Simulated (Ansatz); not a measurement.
SiC:
```cif
data_C8Si8
_chemical_formula_sum 'Si8 C8'
_space_group_name_H-M_alt 'P 1'
_space_group_IT_number 1
_cell_length_a 3.07938
_cell_length_b 3.07938
_cell_length_c 20.13703
_cell_angle_alpha 90.000
_cell_angle_beta 90.000
_cell_angle_gamma 120.000
loop_
_space_group_symop_operation_xyz
  'x, y, z'
loop_
_atom_site_label
_atom_site_type_symbol
_atom_site_fract_x
_atom_site_fract_y
_atom_site_fract_z
_atom_site_occupancy
Si1 Si 0.33333 0.66667 0.25011 1
Si2 Si 0.66667 0.33333 0.75011 1
C1 C 0.33333 0.66667 0.96891 1
C2 C 0.66667 0.33333 0.46891 1
C3 C 0.00000 0.00000 0.09386 1
C4 C 0.00000 0.00000 0.59386 1
C5 C 0.33333 0.66667 0.34412 1
C6 C 0.66667 0.33333 0.84412 1
C7 C 0.33333 0.66667 0.71874 1
C8 C 0.66667 0.33333 0.21874 1
Si3 Si 0.33333 0.66667 0.62499 1
Si4 Si 0.66667 0.33333 0.12499 1
Si5 Si 0.00000 0.00000 0.00009 1
Si6 Si 0.00000 0.00000 0.50009 1
Si7 Si 0.33333 0.66667 0.87518 1
Si8 Si 0.66667 0.33333 0.37518 1
```

Relaxed with PBEsol. PBEsol (plane waves, PAW; program Ansatz) gives a gap of 1.66 eV.

### Question
What gap does HSE06 give on the same cell (Ansatz, PAW)?

### Answer
2.66 eV, 0.99 eV more. The hybrid was solved on a coarser mesh and at special points; its gap is the smallest among all of these.

```
k  v1 PBEsol  c1 PBEsol  v1 HSE06  c1 HSE06
-  ---------  ---------  --------  --------
Γ       0.00       5.15       [?]       [?]
A      -0.05       5.18       [?]       [?]
K      -2.17       3.15       [?]       [?]
H      -2.02       3.46       [?]       [?]
M      -1.09       1.66     -1.20      2.66
L      -1.21       1.79     -1.33      2.78
```

### Question
Top valence (v1) and lowest conduction level (c1) in eV from each method's valence maximum (which need not be a listed point): supply the withheld HSE06 values.

### Answer

- K, v1 HSE06: -2.34
- K, c1 HSE06: 4.25
- Γ, v1 HSE06: 0.00
- Γ, c1 HSE06: 6.41
- A, v1 HSE06: -0.06
- A, c1 HSE06: 6.43
- H, v1 HSE06: -2.19
- H, c1 HSE06: 4.57

Cost on shared cores: the PBEsol run (SCF on a 10×10×2 mesh, then bands and DOS) roughly 2.5 core-minutes, the HSE06 run (SCF on 6×6×1, then a few points) about 5 core-minutes (a rough figure); the tasks are unlike.

Space group P6_3mc. The workflow started from an entry of the Crystallography Open Database (COD). Its sites differ from those of the usual phase in this space group: another stacking or structure type. Symmetry was held in the PBEsol relaxation; whether a distortion lowers the energy is not shown.

Potentials: the later of the program's two PAW sets.
